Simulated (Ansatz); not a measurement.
CO on a (111) slab of Sn (Fd-3m (No. 227)), 4 planes, outer planes Sn (top) and Sn (bottom), 1 a cell of 74.8 Å², relaxed and still whole (its atoms last):

```
Sn C O
1.0
     9.29642    0.00000    0.00000
    -4.64821    8.05093    0.00000
     0.00000    0.00000   23.89406
Sn C O
16 1 1
Direct
  0.66667 0.33333 0.33481
  0.66667 0.83333 0.33481
  0.16667 0.33333 0.33481
  0.16667 0.83333 0.33481
  0.50000 0.50000 0.37452
  0.50000 0.00000 0.37452
  0.00000 0.50000 0.37452
  0.00000 0.00000 0.37452
  0.00617 0.51853 0.49713
  0.00802 0.01603 0.49725
  0.51236 0.51853 0.49713
  0.50871 0.01742 0.49881
  0.84262 0.68523 0.53922
  0.84472 0.18557 0.53671
  0.34011 0.68022 0.53543
  0.34085 0.18557 0.53671
  0.17912 0.35824 0.61736
  0.18272 0.36543 0.66518
```

Level of theory: DFT PBE+D3(BJ), scalar-relativistic, plane waves, PAW in Ansatz. Cutoff 420 eV; k points 3×3×1 on the computed 18-atom cell (Γ-centred); Gaussian smearing, width 0.10 eV; no spin polarisation. The cell repeats along c with a dipole correction in the vacuum.

It binds with 0.26 eV a molecule against the clean slab and the free molecule (no zero-point or thermal terms); its shortest contact is C–Sn 3.25 Å. Take first-order desorption with no barrier to adsorption, no reaction on the face and an assumed prefactor of 10^13 s⁻¹.

(1) How long does a molecule stay at 473 K?

(2) Where does its peak lie in a desorption experiment heated at 2 K/s?

(3) Is this physisorption or chemisorption?

Results:

(1) τ = ν⁻¹·exp(E/k_BT) with k_BT = 0.0408 eV: E/k_BT = 6.4, so τ ≈ 6×10^-11 s. At about one hit a site a second (10⁻⁶ mbar) the coverage is near τ × 1 s⁻¹, so a layer needs more than atmospheric pressure.

(2) The peak obeys E/(k_B·T_p²) = (ν/β)·exp(−E/k_BT_p). Solving gives T_p ≈ 99 K (E/k_BT_p = 30.4). An error of 0.1 eV in E moves it by about 38 K, and larger molecules have larger prefactors, which lowers it.

(3) The tightest contact, C–Sn 3.25 Å, is 1.51 times the sum of covalent radii, and deformation and lateral interaction add up to +0.01 eV; about 0.06 e cross the plane between them. This is physisorption.